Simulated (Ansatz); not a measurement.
The start is a generated trial cell of Ni in the diamond structure type. The cell and all atomic positions are relaxed at zero pressure with PBEsol (plane waves to 420 eV, PAW, scalar-relativistic; Ansatz, a first-principles code). The first steps use a coarse 12×12×12 k-mesh.

Starting cell:
```
CELL_PARAMETERS angstrom
      0.00000     2.30065     2.30065
      2.30065     0.00000     2.30065
      2.30065     2.30065     0.00000
ATOMIC_POSITIONS crystal
  Ni 0.25000 0.25000 0.25000
  Ni 0.00000 0.00000 0.00000
```
Spin-polarised start, with parallel moments on Ni.

Problem. By how much does the energy per atom fall from start to end?

Solution. 0.43 eV/atom.

Problem. How does the volume per atom move from start to end?

Solution. +28.9 %, from 12.18 to 15.69 Å³/atom.

Problem. How do the shortest distances between atoms change?

Solution. The closest pairs of elements (up to four, under 3.6 Å), start → end: Ni–Ni 1.99 → 2.17 Å.

Problem. Is the relaxed structure metallic? Give its gap.

Solution. No gap (metallic).

Problem. What magnetic moments remain?

Solution. Net 0.79 μB/atom, ferromagnetic.

Problem. Give the final cell and atomic positions.

Solution. 
```cif
data_Ni8
_chemical_formula_sum 'Ni8'
_space_group_name_H-M_alt 'Fd-3m :1'
_space_group_IT_number 227
_space_group_name_Hall 'F 4d 2 3 -1d'
_cell_length_a 5.00724
_cell_length_b 5.00724
_cell_length_c 5.00724
_cell_angle_alpha 90.000
_cell_angle_beta 90.000
_cell_angle_gamma 90.000
loop_
_atom_site_label
_atom_site_type_symbol
_atom_site_symmetry_multiplicity
_atom_site_Wyckoff_symbol
_atom_site_fract_x
_atom_site_fract_y
_atom_site_fract_z
_atom_site_occupancy
Ni1 Ni 8 a 0.00000 0.00000 0.00000 1
```
(The calculation used a cell of 2 atoms; values per cell refer to that cell.)

The space group stays Fd-3m (No. 227) (the run could not lower it); the end is diamond type, with 2 atoms in the primitive magnetic cell. Final values are on a 16×16×16 k-mesh of the relaxed cell. Spin state reached: ferromagnetic (net 0.79 μB/atom), from parallel starting moments; other spin orders were not run from this start.

The run could not lose the symmetry of its start, so the end can be a saddle point.

All atoms sit on sites fixed by symmetry, so only the cell could relax.

The relaxed structure here is a generated cell of Ni: the first start was made by placing the elements on the sites of a structure type, and the end was not matched to a known phase here, so it may be hypothetical. Known forms of Ni include space group No. 225.
